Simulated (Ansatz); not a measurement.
TiPd₃ (Cu3Au type, Pm-3m) at seven volumes, PBEsol in the plane-wave PAW code Ansatz, scaled uniformly. One row is withheld.

| V (Å³/atom) | P (GPa) |
|---|---|
| 13.159 | 24.79 |
| 13.592 | 15.01 |
| 14.026 | 6.83 |
| 14.460 | 0.00 |
| 14.894 | -5.70 |
| 15.328 | ? |
| 15.761 | -14.41 |

Q: Fit the shown pressures and predict the withheld one.

A: P = (3/2)B₀(x^(7/2) − x^(5/2))[1 + (3/4)(B′ − 4)(x − 1)] with x = (V₀/V)^(2/3). Least squares on the six rows gives V₀ = 14.460 Å³/atom, B₀ = 208 GPa, B′ = 5.01. At V = 15.328, x = 0.9619 and P = -10.48 GPa. The run itself gave -10.46 GPa.

The workflow started from an entry of the Crystallography Open Database (COD). Whether it is the stable phase at ambient conditions was not checked. The PBEsol relaxation kept the symmetry of its start; of distortions, only those at the zone centre were tested. No spin polarisation was allowed.

Potentials: the later of the program's two PAW sets.
